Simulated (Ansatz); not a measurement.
## HfN: what a change does to the field gradients

Base: a COD entry, whose atoms a relaxation with PBE at fixed cell left in place.

```
Hf N
1.0
     0.00000    2.25900    2.25900
     2.25900    0.00000    2.25900
     2.25900    2.25900    0.00000
Hf N
1 1
Direct
  0.00000 0.00000 0.00000
  0.50000 0.50000 0.50000
```

Atom numbers follow the list; atoms alike are taken as one site, whose name carries the number of the first.

Method: Kohn–Sham DFT in Ansatz, PBE, plane waves and PAW, scalar-relativistic, 420 eV cutoff, Γ-centred 18×18×18 k-points, Fermi–Dirac smearing 0.05 eV.

Question: Variant: z stretched by 3 %, ions relaxed. What happens to the gradients (10²¹ V/m²)?

Answer: 

```csv
site,atoms,V_zz base,η base,V_zz variant,η variant
Hf,1,0.00,–,12.20,0.00
N,2,0.00,–,0.97,0.00
```

The largest change of V_zz is on Hf, from 0.00 to 12.20.

For the base: At this cell the PBE pressure is 5 GPa, so with PBE the cell would grow if it were relaxed.
For the variant: With no gap above 0.1 eV, as in a metal, the gradients converge slowly in k; expect changes of a tenth or more on a denser mesh. Without spin–orbit coupling the gradients at and beside Hf can be off by some per cent, at some sites by more.
